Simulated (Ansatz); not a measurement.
The guess for PdRhC₄N₄ was made by a generator: two interpenetrating cyanide-bridged diamond nets (P-43m, No. 215). The dimensions are guesses.

```xyz
10
Lattice="5.9086 0.0000 0.0000 0.0000 5.9086 0.0000 0.0000 0.0000 5.9086" Properties=species:S:1:pos:R:3 pbc="T T T"
Pd    2.9543    2.9543    2.9543
Rh    0.0000    0.0000    0.0000
C     1.1068    1.1068    1.1068
C     1.1068    4.8018    4.8018
C     4.8018    1.1068    4.8018
C     4.8018    4.8018    1.1068
N     1.7823    1.7823    1.7823
N     1.7823    4.1263    4.1263
N     4.1263    1.7823    4.1263
N     4.1263    4.1263    1.7823
```

The calculation used Ansatz, DFT PBE, scalar-relativistic, plane waves, PAW. Cutoff 420 eV, Gaussian smearing, Γ-centred meshes. Cell and atoms relax first on a coarse mesh and then on a finer one. In between, the cell is made exact in the group found at 0.06 Å. In metals the finer mesh still leaves noise of several meV/atom or more. The steps can't lower the symmetry of their start. Collinear spin, starting moments Rh 1.0 μB.

A guess keeps its type if space group and coordination stay and the shape of the cell changes little (axis ratios within about 15 %, angles within 6°); the volume may change.

Task: Does this structure survive the relaxation?

Result: It keeps its type. The symmetry stays P-43m (No. 215). The volume per atom grows by 5.3 %, from 20.6 to 21.7 Å³. The shortest distance goes from 1.17 Å (C–N) to 1.18 Å (C–N). Counting neighbours within 15 % of an atom's shortest distance, the start has C 1, N 1, Pd 4, Rh 4 and the end C 1, N 1, Pd 4, Rh 4.

Formation energies are uncorrected and refer to the elements' standard structures at the same level (N₂ as a molecule).

Task: At what energy does it end?

Result: +0.81 eV/atom. The separate elements lie lower, so it is unstable against them.

The last run used collinear spin, a 6×6×6 mesh for its 10-atom cell and Gaussian smearing of 0.10 eV. The reference form of C is held partly by dispersion forces, which this level lacks. Another magnetic order may lie lower. Symmetry constrained the relaxation, so the result can be a saddle point.
